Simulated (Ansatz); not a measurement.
## MgAu3: pressure against volume

MgAu3, Pm-3m, a = 4.107 Å. The structure is a Materials Project entry; whether it is the stable form wasn't checked. Ansatz: r2SCAN, PAW, 500 eV, Γ-centred 10×10×10 mesh on 4 atoms, Gaussian smearing 0.10 eV; no spin polarisation. Symmetry fixes shape and atoms, so the cell is only scaled; pressure is positive in compression.

| V (Å³/atom) | P (GPa) |
| --- | --- |
| 16.274 | ? |
| 16.793 | 4.14 |
| 17.313 | -0.02 |
| 17.832 | -3.48 |
| 18.351 | -6.33 |

Task: Take V0 = 17.313 Å³/atom, count pressures from its P0 = -0.02 GPa, fit the third-order Birch–Murnaghan form to the other rows, and predict the missing pressure.

Result: With the Eulerian strain f = ½[(V0/V)^(2/3) − 1] and y = (P − P0)/[3f(1 + 2f)^(5/2)], the form is the line y = B0 + 1.5 B0 (B0′ − 4) f. Rows (f, y): 0.01027, 128.3; -0.00975, 124.3; -0.01904, 121.7. Means f = -0.006173, y = 124.77; Σ(Δf)² = 0.0004487, ΣΔfΔy = 0.09923; the slope is their ratio. y = 126.1 + 221.1 f GPa, so B0 = 126.1 GPa and B0′ = 4 + 2 × (221.1)/(3 × 126.1) = 5.17. At V = 16.274, f = 0.02106, y = 130.76 and P = 9.14 GPa. The run gave 9.18 GPa, so the fit is 0.04 GPa too low, a small miss on the scale of the series. The form still works here, 33 % of the fitted range beyond its end.

Spin–orbit coupling is left out, which can shift energies with elements as heavy as these.

Cost: 5 runs of about 2.1 core-minutes in all, on Arm Neoverse V1 (shared hosts).